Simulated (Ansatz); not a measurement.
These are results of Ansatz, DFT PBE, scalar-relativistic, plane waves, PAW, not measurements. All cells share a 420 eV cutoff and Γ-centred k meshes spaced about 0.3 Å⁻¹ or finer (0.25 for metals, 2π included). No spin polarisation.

A search over trial structures of La2SnO gave this relaxed cell.

```xyz
8
Lattice="-4.0834 4.0834 3.2485 4.0834 -4.0834 3.2485 4.0834 4.0834 -3.2485" Properties=species:S:1:pos:R:3 pbc="T T T"
La    1.2376    5.3210    0.0000
La    2.8458   -1.2376    3.2485
La    1.2376    2.8458    3.2485
La    2.8458    1.2376    0.0000
Sn    0.0000    0.0000    4.8728
Sn    0.0000    0.0000    1.6243
O     0.0000    4.0834    1.6243
O     4.0834    0.0000    1.6243
```

Q: Does it survive phonon and random-displacement tests?

A: As far as tested, yes. The phonons at Γ show no imaginary mode. (Phonon run: 6×6×6 k mesh, Gaussian smearing of 0.10 eV.) After random moves of the atoms it relaxes back. Other q points weren't tested. The optical modes at Γ run from 67 to 291 cm⁻¹. Around La lie 2 O at 2.39 Å, 1 La at 3.50 Å, 4 Sn at 3.50 Å, 6 La at 3.97–4.08 Å, 2 O at 4.34 Å and 4 La at 4.39 Å; around Sn lie 2 Sn at 3.25 Å, 8 La at 3.50 Å and 4 O at 4.08 Å; O has 4 La at 2.39 Å, 2 O at 3.25 Å and 4 Sn at 4.08 Å.

Phonons of metals hang on the k mesh and the smearing.
